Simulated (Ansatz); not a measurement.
Total density of states per atom from plane-wave PAW r²SCAN (Ansatz code), in 0.25 eV bins, energy from the Fermi level:

| E (eV) | states/eV/atom |
|---|---|
| -7.85 | 0.04 |
| -7.60 | 0.05 |
| -7.35 | 0.06 |
| -7.10 | 0.08 |
| -6.85 | 0.09 |
| -6.60 | 0.25 |
| -6.35 | 0.58 |
| -6.10 | 0.96 |
| -5.85 | 1.28 |
| -5.60 | 1.60 |
| -5.35 | 1.61 |
| -5.10 | 1.40 |
| -4.85 | 1.14 |
| -4.60 | 1.01 |
| -4.35 | 1.11 |
| -4.10 | 1.14 |
| -3.85 | 1.04 |
| -3.60 | 1.10 |
| -3.35 | 1.16 |
| -3.10 | 1.19 |
| -2.85 | 1.34 |
| -2.60 | 1.54 |
| -2.35 | 1.81 |
| -2.10 | 1.70 |
| -1.85 | 1.24 |
| -1.60 | 1.14 |
| -1.35 | 1.11 |
| -1.10 | 1.06 |
| -0.85 | 1.08 |
| -0.60 | 1.09 |
| -0.35 | 1.11 |
| -0.10 | 0.93 |
| 0.15 | 0.96 |
| 0.40 | 0.95 |
| 0.65 | 0.95 |
| 0.90 | 1.03 |
| 1.15 | 1.15 |
| 1.40 | 1.41 |

Pick the material that matches.
A. MoRu, P-6m2 (Mo on 1e, Ru on 1d)
B. AlRu, rock salt
C. Ru, P-3m1 (Ru on 2c, Ru on 2d, Ru on 2d, Ru on 2d)
D. C, P-3m1 (Pearson symbol hP38)

C, Ru, P-3m1 (Ru on 2c, Ru on 2d, Ru on 2d, Ru on 2d). Within 0.5 eV of the Fermi level: Ru 4d 94 %. Projections are on Löwdin-orthogonalised atomic valence shells; empty p or d shells of many metals are not among them.

The start of the workflow was typed in or built on a structure type; neither database checked (COD, Materials Project) lists it. It is not the phase usual at ambient conditions (space group No. 194). The cell was relaxed with r²SCAN under the symmetry of its start; whether a distortion lowers the energy is not shown. The run is not spin-polarised. Scalar-relativistic: spin–orbit coupling is off unless named, which matters more the heavier the elements.

Potentials: the later of the program's two PAW sets.
